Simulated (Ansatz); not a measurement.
In2TeO2 in space group P-3m1 (No. 164; In on 2d, Te on 1b, O on 2d) at seven volumes, PBEsol (plane waves, PAW; program Ansatz), shape and atoms relaxed at each. One row is withheld.

```
V (Å³/atom)  P (GPa)
-----------  -------
15.865         11.56
16.388          6.96
16.911             ?
17.434          0.00
17.957         -2.67
18.480         -4.88
19.003         -6.59
```

**Question.** Fit the shown pressures and predict the withheld one.

**Answer.** Third-order Birch–Murnaghan: P = (3/2)B₀(x^(7/2) − x^(5/2))[1 + (3/4)(B′ − 4)(x − 1)] with x = (V₀/V)^(2/3). Least squares on the six rows gives V₀ = 17.428 Å³/atom, B₀ = 96.12 GPa, B′ = 5.26. At V = 16.911, x = 1.0203 and P = 3.13 GPa. The run itself gave 3.11 GPa.

The start of the workflow was typed in or built on a structure type; neither database checked (COD, Materials Project) lists it. Whether it is the stable phase at ambient conditions was not checked. The cell was relaxed with PBEsol under the symmetry of its start; whether a distortion lowers the energy is not shown. Scalar-relativistic: spin–orbit coupling is off unless named, which matters more the heavier the elements.

Potentials: the earlier of the program's two PAW sets. The files were generated under PBE; for other functionals the program regenerates the frozen cores, and for LDA and PBEsol the local potential too.
